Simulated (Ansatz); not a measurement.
Ag:
```xyz
1
Lattice="0.0000 2.0363 2.0363 2.0363 0.0000 2.0363 2.0363 2.0363 0.0000" Properties=species:S:1:pos:R:3 pbc="T T T"
Ag     0.0000     0.0000     0.0000
```

Relaxed with PBE+D3(BJ). Special points in fractions of this cell's reciprocal vectors: Γ (0.000, 0.000, 0.000); X (0.500, 0.000, 0.500); U (0.625, 0.250, 0.625); K (0.375, 0.375, 0.750); L (0.500, 0.500, 0.500); W (0.500, 0.250, 0.750).

Problem. List the band energies nearest the Fermi level at these points for DFT-PBE+D3(BJ) in the program Ansatz with PAW potentials.

Solution. In eV from the Fermi level; about four levels below and three above (degenerate sets whole), none deeper than 8.9 eV; … stands for higher levels left out; points with the same levels are listed once.

```csv
k,below,above
Γ,-4.93 -4.93 -4.93 -3.88 -3.88,15.79 …
X,-6.46 -3.10 -2.85 -2.85,1.47 6.71 …
U,-5.73 -4.21 -3.65 -3.14,4.21 5.18 …
L,-4.96 -4.96 -3.07 -3.07 -0.55,3.55 …
W,-5.22 -5.22 -3.87 -2.85,5.88 5.88 …
```

Space group Fm-3m (fcc (Cu type)). The cell was relaxed with PBE+D3(BJ) under the symmetry of its start. No spin polarisation was allowed. The pairwise dispersion correction was not fitted to metals. Scalar-relativistic: spin–orbit coupling is off unless named, which matters more the heavier the elements.

Potentials: the later of the program's two PAW sets.
